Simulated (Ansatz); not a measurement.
The calculation used DFT PBE, scalar-relativistic, plane waves, PAW (Ansatz 0.2.0). All cells share a 420 eV cutoff and Γ-centred k meshes spaced at most about 0.3 Å⁻¹ (about 0.25 or finer for metals, 2π included). Collinear spin in cells that started with moments and kept them past the coarse steps, no spin elsewhere.

These are static total energies at zero pressure.

Two forms of Sc4Mo were relaxed alike.

A. (site moments Sc 0.2 (×2); Mo 0.3 μB)

```
CELL_PARAMETERS angstrom
3.22480 0.00000 0.00000
-1.61240 2.79276 0.00000
0.00000 0.00000 12.40886
ATOMIC_POSITIONS crystal
Sc 0.33333 0.66667 0.83066
Sc 0.33333 0.66667 0.39622
Sc 0.66667 0.33333 0.16934
Sc 0.66667 0.33333 0.60378
Mo 0.00000 0.00000 0.00000
```

B. (no spin)

```
CELL_PARAMETERS angstrom
5.04513 0.00000 0.00000
0.00000 5.04513 0.00000
0.00000 0.00000 5.04513
ATOMIC_POSITIONS crystal
Sc 0.50000 0.00000 0.00000
Sc 0.00000 0.50000 0.00000
Sc 0.00000 0.00000 0.50000
Sc 0.50000 0.50000 0.50000
Mo 0.00000 0.00000 0.00000
```

Question: Which form is favoured at zero pressure, and by what margin per atom?

Answer: A is lower, by 221 meV/atom. A has space group P-3m1 (No. 164), 22.4 Å³/atom and no gap on its mesh; B has space group Pm-3m (No. 221), 25.7 Å³/atom and no gap. Counting all near atoms (those within 1.25 times the shortest distance at each site; a plus sign parts nearer from farther groups; a slash parts the counts of unlike sites), A has Sc 12/3+9, Mo 6+6 and B has Sc 2/12+8, Mo 6. Their magnetic states differ too, which can make part of the margin. The denser one is the lower, and pressure would at first widen the difference. Even the lower one lies +0.19 eV/atom against the reference forms of the elements (uncorrected), so neither is stable at this level. Both come from invented guesses.

The magnetic state reached may not be the lowest. With atoms moved at random, Pm-3m came back. Other cells relaxed within their symmetry can be saddle points. Some candidate types were left out of the draw beforehand, so a known form may be missing.
